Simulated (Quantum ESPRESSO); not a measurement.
# Quadrupole interaction in WC

```
WC
1.0
    2.91659     0.00000     0.00000
   -1.45829     2.52584     0.00000
    0.00000     0.00000     2.83944
W C
1 1
Direct
  0.00000   0.00000   0.00000
  0.66667   0.33333   0.50000
```
Geometry: a computed entry of the Materials Project; it was not checked against measured cells. It is WC in P-6m2. Stability against distortions was not tested. The run has no spin polarisation.

Principal values are ordered |Vxx| ≤ |Vyy| ≤ |Vzz|, η = (Vxx − Vyy)/Vzz, and C_Q = eQVzz/h is given by its size. Cores are frozen. W had no test against all-electron runs. Spin–orbit coupling is left out, a limit on W. This crystal comes out metallic or nearly gapless here; its field gradients are sensitive to mesh and smearing. Static lattice: thermal averaging is not included.

### Question
What do the calculations give at each independent site (field gradients by a PBE PAW density (pw.x of a modified build of Quantum ESPRESSO, JTH datasets) with the all-electron reconstruction of Petrilli and co-workers, 20 Ha, k-mesh 16×16×14 through Γ)?

### Answer
```csv
site,site symmetry,Vzz (10²¹ V/m²),η_Q,∣C_Q∣ (MHz)
W (atom 1),-6m2,-14.12,0.00,–
C (atom 2),-6m2,under 0.2,–,–
```
